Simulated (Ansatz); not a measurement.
These are results of DFT PBE, scalar-relativistic, plane waves, PAW in Ansatz 0.2.0, not measurements. All cells share a 420 eV cutoff and Γ-centred k meshes spaced at most about 0.3 Å⁻¹ (about 0.25 or finer for metals, 2π included). Collinear spin in cells that started with moments and kept them past the coarse steps, no spin elsewhere.

These are static total energies at zero pressure.

Two relaxed structures of GaO3:

A. (no spin)

```xyz
4
Lattice="-2.0806 2.0806 2.0806 2.0806 -2.0806 2.0806 2.0806 2.0806 -2.0806" Properties=species:S:1:pos:R:3 pbc="T T T"
Ga    0.0000    0.0000    0.0000
O     2.0806    0.0000    0.0000
O     0.0000    2.0806    0.0000
O     0.0000    0.0000    2.0806
```

B. (site moments O 0.5 (×2), 1.9 μB)

```xyz
4
Lattice="3.0598 0.0000 0.0000 -1.5299 2.6499 0.0000 0.0000 0.0000 5.4117" Properties=species:S:1:pos:R:3 pbc="T T T"
Ga    0.0000    0.0000    2.7058
O     0.0000    1.7666    3.6709
O     1.5299    0.8833    1.7407
O     0.0000    0.0000    0.0000
```

Problem. Which would you expect to be lower, and how large is the difference?

Solution. B is lower, by 104 meV/atom. A has space group Im-3m (No. 229), 9.0 Å³/atom and no gap on its mesh; B has space group P-3m1 (No. 164), 11.0 Å³/atom and no gap. Their magnetic states differ too, which can make part of the margin. In A, around Ga lie 6 O at 2.08 Å; O has 2 Ga at 2.08 Å and 4 O at 2.08 Å. In B, around Ga lie 6 O at 2.01 Å and 2 O at 2.71 Å; around O on a site of symmetry 3m lie 3 Ga at 2.01 Å and 6 O at 2.48–2.62 Å; around O on a site of symmetry -3m lie 6 O at 2.48 Å, 2 Ga at 2.71 Å and 6 O at 3.06 Å (long against the sum of covalent radii). Both come from invented guesses.

No dispersion correction is applied, so the spacing and binding between layers, chains or molecules are poorly described (P-3m1), and this can change margins and order among such cells. In Im-3m an odd number of electrons in the primitive cell allows no gap without spin; a larger cell or a magnetic state could open one. The magnetic state reached may not be the lowest. Cells relaxed within their symmetry can be saddle points. Some structure types and database cells were kept out of the candidates from the start, so a known form may be missing.
